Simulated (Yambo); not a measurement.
```
CELL_PARAMETERS angstrom
      2.52840     1.45977     4.83510
     -2.52840     1.45977     4.83510
      0.00000    -2.91954     4.83510
ATOMIC_POSITIONS crystal
  F  0.39434 0.05863 0.77929
  F  0.60566 0.94137 0.22071
  F  0.77929 0.39434 0.05863
  F  0.22071 0.60566 0.94137
  F  0.05863 0.77929 0.39434
  F  0.94137 0.22071 0.60566
  Pd 0.00000 0.00000 0.00000
  Cd 0.50000 0.50000 0.50000
```

PdCdF₆ (space group R-3, No. 148): G0W0@PBEsol in Yambo (2×2×2 Γ-centred k mesh, bands 9 to 174 and a 7 Ry block in the screening, 174 bands in G with the Bruneval-Gonze terminator, plasmon pole fitted at 27.2 eV) on wavefunctions from Quantum ESPRESSO. With the symmetry operations that carry no fractional translation, the mesh has 4 irreducible k points, and the gap F → F is 4.443 eV.

Q: What changes when point-group symmetry is switched off and time reversal alone is kept?

A: The mesh then has 8 irreducible points. The exact result doesn't change; the run gives 4.441 eV, and the difference is numerical residue, whose source wasn't traced. Rough time against the symmetric run: about 4× for the empty bands, about 3× for Yambo (3 states against 4).

Spin-orbit coupling is not included.

Geometry of the Materials Project entry, not relaxed at this level.
